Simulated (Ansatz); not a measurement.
Relax this structure to zero stress and force, keeping its symmetry:

```
CELL_PARAMETERS angstrom
0.00000 3.31742 3.31742
3.31742 0.00000 3.31742
3.31742 3.31742 0.00000
ATOMIC_POSITIONS crystal
In 0.00000 0.00000 0.00000
Sb 0.25000 0.25000 0.25000
```

Method: Ansatz 0.2.0, DFT PBEsol, scalar-relativistic, plane waves, PAW.

Plane waves to 420 eV, a k mesh through Γ of 12×12×12 on the computed 2-atom cell and Gaussian smearing (0.10 eV); no spin polarisation.

Q: What does it relax to?

A: The volume decreases by 1.88 Å³/atom to 34.63 Å³/atom, and the energy falls by 12.3 meV/atom. Final structure:
```
In Sb
1.0
     0.00000    3.25947    3.25947
     3.25947    0.00000    3.25947
     3.25947    3.25947    0.00000
In Sb
1 1
Direct
  0.00000 0.00000 0.00000
  0.25000 0.25000 0.25000
```

Course of the relaxation (steps run on the plane waves of an earlier cell, and the basis is chosen afresh near the end, so energy and pressure can step there; trial steps that raised the energy were taken back; energies are free energies):

```
step E − E_final (meV/atom) P (GPa) V (Å³/atom)
   1                    12.3    -1.99        36.51
   2                     1.5     0.91        33.93
   3                    -0.3    -0.09        34.70
   4                    -0.4     0.00        34.63
   5                     0.0     0.00        34.63
```

Cost: 1 run of about 1.5 core-minutes, on Intel Xeon Processor @ 2.70GHz (shared hosts).